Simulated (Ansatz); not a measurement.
## H started at a second open point in cubic perovskite CsSnI3, 41 atoms, charge 0

Theory: Ansatz 0.2.0, DFT, PBEsol, PAW, plane waves.

Command:

```sh
ansatz run in.yaml --threads 4 --pin off --max-ram 42750MiB --runs-dir r --events-out ev --progress --plain --backend cuda --devices 0, --max-vram 37GiB
```

The input less its lattice and atoms (starting moments on atoms near the defect: 1 μB in all):

```yaml
crystal:
  symmetry: { detect: false }
kpoints:
  mp_grid: { grid: [1, 1, 1], shift: [0.25, 0.25, 0.25] }
hamiltonian:
  xc: pbesol
magnetization:
  spin_polarized: true
scf:
  occupations: { method: fermi_dirac, width: 0.01 }
relax:
  f_tol: 0.03
  max_steps: 80
  escape_saddle: false
  adjacent_minimum: "off"
output:
  forces: true
  eigenvalues: true
  populations: true
  write_density: true
  write_potential: true
  elf: true
  volumetric_format: npy
```

Start:

```
Cs Sn I H
1.0
    12.31446    0.00000    0.00000
     0.00000   12.31446    0.00000
     0.00000    0.00000   12.31446
Cs Sn I H
8 8 24 1
Direct
  0.99806 0.00012 0.00005
  0.00183 0.00114 0.49918
  0.00021 0.50100 0.00150
  0.00030 0.49911 0.49971
  0.49893 0.00079 0.99935
  0.49861 0.99960 0.50071
  0.50288 0.49871 0.99869
  0.49804 0.50172 0.49993
  0.24913 0.24877 0.24932
  0.24947 0.25037 0.75006
  0.25004 0.75046 0.24909
  0.24908 0.74970 0.75175
  0.75023 0.24789 0.25018
  0.75153 0.24845 0.75124
  0.75032 0.75227 0.24799
  0.75049 0.75021 0.75085
  0.24882 0.25295 0.99991
  0.25069 0.25165 0.49852
  0.25090 0.75361 0.99838
  0.25086 0.75151 0.50154
  0.75165 0.25320 0.99866
  0.75057 0.25133 0.50096
  0.75151 0.75042 0.99828
  0.74919 0.75148 0.49901
  0.99784 0.25088 0.25021
  0.99792 0.24922 0.74811
  0.00054 0.75362 0.24882
  0.00277 0.74984 0.74815
  0.49818 0.24945 0.24878
  0.49818 0.24905 0.75109
  0.50093 0.75138 0.24858
  0.49518 0.74986 0.75195
  0.24861 0.00241 0.24768
  0.24980 0.00146 0.74904
  0.25186 0.49898 0.24904
  0.25125 0.50121 0.75198
  0.74834 0.00142 0.25183
  0.75035 0.99773 0.75138
  0.74960 0.50055 0.24964
  0.74944 0.49938 0.74868
  0.49977 0.75118 0.49983
```

Steps:

```tsv
step	energy less the first (eV)	largest force component (eV/Å)
start	0.000	0.287
1	-0.034	0.062
2	-0.037	0.025
```

A structure on the way, about -0.03 eV from the start:

```xyz
41
Lattice="12.3145 0.0000 0.0000 0.0000 12.3145 0.0000 0.0000 0.0000 12.3145" Properties=species:S:1:pos:R:3 pbc="T T T"
Cs   12.2948   12.3135    0.0006
Cs    0.0194    0.0130    6.1490
Cs   12.3130    6.1652    0.0187
Cs   12.3086    6.1428    6.1556
Cs    6.1372    0.0089   12.3051
Cs    6.1344   12.3114    6.1782
Cs    6.1869    6.1408   12.2980
Cs    6.1570    6.1745    6.1534
Sn    3.0781    3.0760    3.0719
Sn    3.0847    3.0778    9.2350
Sn    3.0751    9.2420    3.0714
Sn    3.0792    9.2321    9.2410
Sn    9.2392    3.0691    3.0808
Sn    9.2524    3.0752    9.2416
Sn    9.2307    9.2485    3.0738
Sn    9.2414    9.2418    9.2405
I     3.0580    3.1072   12.3074
I     3.0777    3.0992    6.1466
I     3.0819    9.2734   12.3058
I     3.0937    9.2478    6.1469
I     9.2503    3.1076   12.3055
I     9.2311    3.0872    6.1556
I     9.2498    9.2418   12.3057
I     9.2173    9.2530    6.1514
I    12.2996    3.0891    3.0823
I    12.3034    3.0716    9.2153
I     0.0008    9.2694    3.0718
I     0.0070    9.2306    9.2120
I     6.1449    3.0747    3.0584
I     6.1456    3.0672    9.2505
I     6.1565    9.2557    3.0653
I     6.1579    9.2415    9.2495
I     3.0633    0.0180    3.0607
I     3.0715    0.0132    9.2245
I     3.0868    6.1678    3.0703
I     3.0833    6.1664    9.2525
I     9.2231    0.0123    3.0856
I     9.2371   12.3056    9.2559
I     9.2308    6.1684    3.0743
I     9.2261    6.1567    9.2255
H     6.1565    9.2492    6.1536
```

End:

```xyz
41
Lattice="12.3145 0.0000 0.0000 0.0000 12.3145 0.0000 0.0000 0.0000 12.3145" Properties=species:S:1:pos:R:3 pbc="T T T"
Cs   12.2973   12.3112    0.0022
Cs    0.0171    0.0143    6.1500
Cs   12.3109    6.1622    0.0182
Cs   12.3055    6.1399    6.1582
Cs    6.1344    0.0075   12.3053
Cs    6.1434   12.3125    6.1677
Cs    6.1830    6.1400   12.2979
Cs    6.1706    6.1707    6.1446
Sn    3.0830    3.0838    3.0752
Sn    3.0884    3.0783    9.2351
Sn    3.0750    9.2421    3.0756
Sn    3.0806    9.2339    9.2340
Sn    9.2385    3.0798    3.0820
Sn    9.2477    3.0835    9.2382
Sn    9.2278    9.2421    3.0824
Sn    9.2364    9.2432    9.2375
I     3.0553    3.0990   12.3083
I     3.0758    3.0982    6.1519
I     3.0775    9.2667   12.3064
I     3.1012    9.2477    6.1488
I     9.2468    3.1014   12.3108
I     9.2236    3.0848    6.1532
I     9.2461    9.2396   12.3121
I     9.2119    9.2497    6.1549
I    12.3070    3.0914    3.0836
I    12.3092    3.0750    9.2163
I    12.3118    9.2587    3.0815
I     0.0007    9.2303    9.2093
I     6.1504    3.0812    3.0536
I     6.1512    3.0686    9.2507
I     6.1544    9.2543    3.0686
I     6.1611    9.2433    9.2374
I     3.0662    0.0152    3.0712
I     3.0695    0.0091    9.2250
I     3.0759    6.1750    3.0701
I     3.0800    6.1668    9.2463
I     9.2316    0.0115    3.0741
I     9.2370    0.0025    9.2555
I     9.2321    6.1702    3.0774
I     9.2250    6.1603    9.2285
H     6.1600    9.2471    6.1484
```

Self-consistency was reached.

Time: 11 s of wall time on one NVIDIA H100 with 4 processor threads, on a host shared with other runs; peak host memory 1.9 GiB.

(1) How much energy did the relaxation gain, and which atom moved most?

The moment started at 1 μB and ended at 1.0 μB; no other spin state is shown. The one k point has no symmetry partners, which can distort the end along one axis.

## Answers

(1) 0.04 eV in 2 steps, from a start with small random displacements (neighbours that lie too close to an added atom are first pushed off) (the gain also holds any tilting of the ideal host); atom 32 (I) moved 0.07 Å, the median atom 0.02 Å (drift of the whole cell removed).
